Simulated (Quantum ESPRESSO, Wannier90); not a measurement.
Wannier functions of CdTe (zinc blende)

```yaml
crystal:
  lattice:
    - [0.00000, 3.28212, 3.28212]
    - [3.28212, 0.00000, 3.28212]
    - [3.28212, 3.28212, 0.00000]
  atoms:
    - { symbol: Cd, position: [0.00000, 0.00000, 0.00000] }
    - { symbol: Te, position: [0.75000, 0.75000, 0.75000] }
```

Cell from Materials Project (mp-406), symmetrised, no further relaxation. COD (Crystallography Open Database) has the formula in 2 space groups, this one among them (matched by group alone). Method: PBEsol plane waves in Quantum ESPRESSO 7.5 (PseudoDojo norm-conserving files, 82 Ry, spinors with spin-orbit coupling), Bloch states on a 6×6×6 mesh through Γ, Wannier90 4.0.1. Density: 8×8×8 mesh, Gaussian smearing 0.01 Ry. With spin-orbit coupling a semilocal functional can close or falsely invert a small gap; the band order was not checked against a better method. The gap is small at this level and was sampled on the meshes and a path alone.

Base run: 16 functions from bands 19-20,31-62 of the 62 computed, start hydrogen-like Cd: s;p; Te: s;p, centres 0.05 Å off the atoms, frozen window up to 1.78 eV relative to the valence-band maximum, outer window open. Bands 21–30 (Cd 4d 96 %) lie between the kept ones and are excluded. One thing is changed at a time; window edges are relative to the valence-band maximum. The misfit compares interpolated bands with pw.x on a high-symmetry path, for states up to 1.3 eV relative to the valence-band maximum. Converged means that the tolerances were met: symmetric starts can stop on a saddle, which shows as a larger Ω_OD at equal Ω_I and can move the misfit too.

Question: Which of these settings interpolates worst among those that finish?
(A) no frozen window
(B) base
(C) frozen window to -0.22 eV
(D) frozen window to 0.78 eV
(E) outer window to 8.93 eV
(F) frozen window to 3.78 eV

Answer: A, no frozen window. The whole sweep:

```csv
setting,functions,frozen to (eV),Ω_I (Å²),Ω_D (Å²),Ω_OD (Å²),rms misfit (meV),worst (meV),ended
base,16,1.78,29.34,0.02,4.01,4.2,15,converged
frozen window to 0.78 eV,16,0.78,28.97,0.02,3.85,4.3,38,converged
frozen window to -0.22 eV,16,-0.22,28.96,0.02,3.86,16,92,converged
frozen window to 3.78 eV,16,3.78,34.80,0.06,4.71,5.0,20,converged
frozen window to 7.26 eV,16,7.26,–,–,–,–,–,stops: too many frozen states
no frozen window,16,none,27.81,0.01,3.46,174,391,converged
outer window to 8.93 eV,16,1.78,44.41,0.41,6.84,8.5,40,converged
outer window to 13.63 eV,16,1.78,32.99,0.08,4.25,4.0,20,converged
```
